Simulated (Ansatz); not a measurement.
# Ti3Nb: how the energy converges with the cutoff

Ti3Nb, Pm-3m, a = 4.133 Å. The structure is a Materials Project entry; whether it is the stable form wasn't checked. Ansatz: PBEsol, PAW, cutoff varied, Γ-centred 10×10×10 mesh on 4 atoms, Gaussian smearing 0.10 eV; no spin polarisation. Single points at one geometry, the cutoff alone changed; ΔE is the energy at zero smearing over the run at 500 eV. The runs up to 350 eV lie under the cutoff recommended for these PAW datasets.

| cutoff (eV) | ΔE (meV/atom) |
| --- | --- |
| 250 | 846.83 |
| 300 | ? |
| 350 | 8.52 |
| 420 | 0.47 |

Q: Assume ΔE falls exponentially with the cutoff, fit y = ln ΔE against x, the cutoff in eV, to the other rows, and predict the missing value.

A: y = 6.741, 2.142, -0.755. Means x = 340.0, y = 2.7093; Σ(Δx)² = 14600, ΣΔxΔy = -645.7; the slope is their ratio. y = 17.75 − 0.04422 x, a factor of ten per 52 eV. At 300 eV this gives ΔE = 88.59 meV/atom. The run gave 114.15, a ratio of 0.78. Between neighbouring rows the decay runs from a factor of ten per 44 eV to one per 57 eV, so one exponential is only a rough guide.